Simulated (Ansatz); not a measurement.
Given:

ZnCu:
```cif
data_CuZn
_chemical_formula_sum 'Cu1 Zn1'
_space_group_name_H-M_alt 'P 1'
_space_group_IT_number 1
_cell_length_a 2.90800
_cell_length_b 2.90800
_cell_length_c 2.90800
_cell_angle_alpha 90.000
_cell_angle_beta 90.000
_cell_angle_gamma 90.000
loop_
_space_group_symop_operation_xyz
  'x, y, z'
loop_
_atom_site_label
_atom_site_type_symbol
_atom_site_fract_x
_atom_site_fract_y
_atom_site_fract_z
_atom_site_occupancy
Cu1 Cu 0.00000 0.00000 0.00000 1
Zn1 Zn 0.50000 0.50000 0.50000 1
```

This is the PBEsol-relaxed structure.

Task: All from PBEsol (plane waves, PAW; program Ansatz), unless another level is named. Give the highest zone-centre frequency.

Result: 211 cm⁻¹.

Task: And the bulk modulus (Birch–Murnaghan fit)?

Result: 137 GPa.

Space group Pm-3m (CsCl type). Symmetry was held in the PBEsol relaxation; of distortions, only those at the zone centre were tested. No spin polarisation was allowed. As this level gives no gap, phonon frequencies hold no LO–TO term and depend on the k-mesh and smearing (Fermi–Dirac, 0.1 eV here).

Potentials: the later of the program's two PAW sets.
